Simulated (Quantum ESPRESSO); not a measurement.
pw.x input (Quantum ESPRESSO 7.5; PBEsol, PseudoDojo standard norm-conserving files, scalar-relativistic):

```
&CONTROL
  calculation = 'scf'
  pseudo_dir = './pseudo'
  outdir = './out'
  tprnfor = .true.
  tstress = .true.
/
&SYSTEM
  ibrav = 0
  nat = 4
  ntyp = 3
  ecutwfc = 102.0
  ecutrho = 408.0
  occupations = 'smearing'
  smearing = 'fd'
  degauss = 0.002
  nbnd = 31
/
&ELECTRONS
  conv_thr = 4e-10
/
ATOMIC_SPECIES
S 32.0600 S.upf
Zn 65.3800 Zn.upf
Cd 112.4140 Cd.upf
CELL_PARAMETERS angstrom
  3.928122008000   0.000000000000   0.000000000000
  0.000000000000   3.928122008000   0.000000000000
  0.000000000000   0.000000000000   5.652445619000
ATOMIC_POSITIONS crystal
S   0.500000000000   0.000000000000   0.275430774800
S   0.000000000000   0.500000000000   0.724569225200
Zn   0.000000000000   0.000000000000   0.500000000000
Cd   0.500000000000   0.500000000000   0.000000000000
K_POINTS automatic
8 8 6 0 0 0
```

End of the output:

```

[...]
     the Fermi energy is     8.1217 ev
!    total energy              =    -812.52489340 Ry
     estimated scf accuracy    <          3.1E-10 Ry
     smearing contrib. (-TS)   =      -0.00000000 Ry
     internal energy E=F+TS    =    -812.52489340 Ry
     The total energy is F=E-TS. E is the sum of the following terms:
     one-electron contribution =    -606.65512427 Ry
     hartree contribution      =     314.08864892 Ry
     xc contribution           =    -105.26638282 Ry
     ewald contribution        =    -414.69203523 Ry
     convergence has been achieved in   9 iterations
     Forces acting on atoms (cartesian axes, Ry/au):
     atom    1 type  1   force =     0.00000000    0.00000000    0.00022607
     atom    2 type  1   force =     0.00000000    0.00000000   -0.00022607
     atom    3 type  2   force =     0.00000000    0.00000000    0.00000000
     atom    4 type  3   force =     0.00000000    0.00000000    0.00000000
     Total force =     0.000320     Total SCF correction =     0.000022
     Computing stress (Cartesian axis) and pressure
          total   stress  (Ry/bohr**3)                   (kbar)     P=       -0.17
  -0.00000129   0.00000000   0.00000000           -0.19        0.00        0.00
   0.00000000  -0.00000129   0.00000000            0.00       -0.19        0.00
   0.00000000   0.00000000  -0.00000087            0.00        0.00       -0.13
```
In a gapped system the printed Fermi energy is only some level inside the gap.

Spin-orbit coupling is not included.

Geometry relaxed with PBEsol.
